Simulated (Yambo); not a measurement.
BSE-type run in Yambo on LiLa₂O₃H (space group Immm, No. 71), at zero momentum.

Quantum ESPRESSO step (PBEsol, PseudoDojo standard norm-conserving files, scalar-relativistic):
```
&CONTROL
  calculation = 'nscf'
  pseudo_dir = './pseudo'
  outdir = './out'
/
&SYSTEM
  ibrav = 0
  nat = 7
  ntyp = 4
  ecutwfc = 110.0
  ecutrho = 440.0
  occupations = 'fixed'
  force_symmorphic = .true.
  nbnd = 58
/
&ELECTRONS
  conv_thr = 7.000000000000001e-09
  diago_full_acc = .true.
  diago_thr_init = 1e-08
/
ATOMIC_SPECIES
H 1.0080 H.upf
Li 6.9400 Li.upf
O 15.9990 O.upf
La 138.9055 La.upf
CELL_PARAMETERS angstrom
 -1.790850000000   1.899195000000   6.465290000000
  1.790850000000  -1.899195000000   6.465290000000
  1.790850000000   1.899195000000  -6.465290000000
ATOMIC_POSITIONS crystal
H   0.000000000000   0.500000000000   0.500000000000
Li   0.000000000000   0.000000000000   0.000000000000
O   0.500000000000  -0.000000000000   0.500000000000
O   0.822770000000   0.822770000000   0.000000000000
O   0.177230000000   0.177230000000   0.000000000000
La   0.363450000000   0.363450000000   0.000000000000
La   0.636550000000   0.636550000000   0.000000000000
K_POINTS automatic
6 6 6 0 0 0
```

Yambo input:
```
rim_cut
optics
bse
bss
dipoles
em1s
RandQpts= 1000000
RandGvec= 1 Ry
FFTGvecs= 40 Ry
Chimod= "HARTREE"
BSKmod= "SEX"
BSEmod= "resonant"
BSSmod= "hs"
BSENGexx= 15 Ry
BSENGBlk= 3 Ry
% KfnQP_E
 1.474 | 1.0 | 1.0 |
%
% BSEQptR
 1 | 1 |
%
% BSEBands
 17 | 32 |
%
% BEnRange
 0.0 | 9.1 | eV
%
% BDmRange
 0.15 | 0.15 | eV
%
BEnSteps= 182
% BLongDir
 1.0 | 0.0 | 0.0 |
%
BSHayTrs= -0.02
BSSNEig= 24
WRbsWF
% BndsRnXs
 2 | 54 |
%
NGsBlkXs= 3 Ry
% LongDrXs
 1.0 | 1.0 | 1.0 |
%
```

From the report:

The dimension is k points × valence × conduction bands = 216 × 6 × 10 = 12960.
```
   [SLEPC] Approach                          : Krylov-Schur
   [SLEPC] Number of requested eigenvalues   :  24
   [SLEPC] Number of eigenvalues        [NEV]:  24
    [K] Dimension                                    :  12960
    [K] Bands                                        :   17   32
    [K] Exchange res                                 : yes
    [K] Correlation res                              : yes
    [K] W interaction is bare                        : no
    [K] RL vectors exchange                          :   587
    [K] RL vectors correlation                       :   53
    [W] Matrix size                                  :   53
    [W] Bands                                        :    2   54
    [W] Coulomb Cutoff                               : none
    [W] Hxc Kernel                                   : HARTREE
```

Geometry of the Materials Project entry, not relaxed at this level.

The structure is a Materials Project entry; no match was found in the copy of COD used, and its stability was not checked.
